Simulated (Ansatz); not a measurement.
Ag: a fit and a missing row

Ag, P6_3/mmc, a = 2.905 Å, c = 9.467 Å. This isn't the element's structure at ambient conditions. Ansatz: r2SCAN, PAW, 500 eV, Γ-centred 18×18×4 mesh on 4 atoms, Gaussian smearing 0.10 eV; no spin polarisation. Shape and atoms are relaxed at each volume; pressure is positive in compression.

```tsv
V (Å³/atom)	P (GPa)
15.743	12.68
16.262	7.56
16.781	3.39
17.300	-0.01
17.819	-2.79
18.338	-5.05
19.030	?
```

Problem. Take V0 = 17.300 Å³/atom, count pressures from its P0 = -0.01 GPa, fit the third-order Birch–Murnaghan form to the other rows, and predict the missing pressure.

Solution. With the Eulerian strain f = ½[(V0/V)^(2/3) − 1] and y = (P − P0)/[3f(1 + 2f)^(5/2)], the form is the line y = B0 + 1.5 B0 (B0′ − 4) f. Rows (f, y): 0.03245, 111.4; 0.02106, 108.1; 0.01026, 105.0; -0.00976, 99.7; -0.01905, 97.2. Means f = 0.006992, y = 104.28; Σ(Δf)² = 0.001816, ΣΔfΔy = 0.4985; the slope is their ratio. y = 102.4 + 274.6 f GPa, so B0 = 102.4 GPa and B0′ = 4 + 2 × (274.6)/(3 × 102.4) = 5.79. At V = 19.030, f = -0.03078, y = 93.95 and P = -7.41 GPa. The run gave -7.43 GPa, so the fit is 0.02 GPa too high, a small miss on the scale of the series. The form still works here, 27 % of the fitted range beyond its end.

Cost: 7 runs of about 17 core-minutes in all, on AMD EPYC 7R43 (Zen 3) (shared hosts).